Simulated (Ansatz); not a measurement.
Below is a relaxed structure of ZrTi5C6. The cell was found from a structure generator's guess, not taken from experiment.

The calculation used Ansatz 0.2.0, DFT PBE, scalar-relativistic, plane waves, PAW. Cutoff 420 eV, Γ-centred mesh, Gaussian smearing, no spin polarisation.

```
Zr Ti C
1.0
     3.11258    0.00000    0.00000
     0.00000    4.41112    0.00000
     0.00000    0.00000    9.34002
Zr Ti C
1 5 6
Cartesian
  0.0000 0.0000 0.0000
  0.0000 0.0000 6.1827
  1.5563 2.2056 7.7271
  1.5563 2.2056 1.6129
  0.0000 0.0000 3.1573
  1.5563 2.2056 4.6700
  0.0000 2.2056 6.2012
  1.5563 0.0000 7.6803
  0.0000 2.2056 0.0000
  1.5563 0.0000 1.6597
  0.0000 2.2056 3.1388
  1.5563 0.0000 4.6700
```

The zero of energy is the elements' standard structures at the same level; no fitted shifts are applied.

**Question.** Find its symmetry and describe it.

**Answer.** Pmmm (No. 47), with Zr and Ti ordered on rock salt sites. Conventional cell: a = 3.113 Å, b = 4.411 Å, c = 9.340 Å. Zr has 6 C at 2.21–2.28 Å, 2 Zr at 3.11 Å and 10 Ti at 3.14–3.16 Å; Ti on a site of symmetry mm2 has 6 C at 2.16–2.21 Å, 11 Ti at 3.03–3.11 Å and 1 Zr at 3.16 Å; around Ti on a second site of symmetry mm2 lie 6 C at 2.18–2.24 Å, 8 Ti at 3.06–3.23 Å and 4 Zr at 3.14 Å; C on a site of symmetry mm2 has 6 Ti at 2.18–2.21 Å; 4 more sites not described.

**Question.** How far does it lie from the elements in energy?

**Answer.** −0.79 eV/atom. It lies below the elements, which doesn't yet make it stable against other compounds or structures.

**Question.** Is it a metal?

**Answer.** Yes, bands cross the Fermi level on the 12×8×4 mesh.

The last run used a 12×8×4 mesh (in the run's order of axes) for its 12-atom cell and Gaussian smearing of 0.10 eV. The reference form of C is held partly by dispersion forces, which this level lacks. A later test with randomly moved atoms came back to the same energy, though modes that don't fit the test's cell weren't probed.
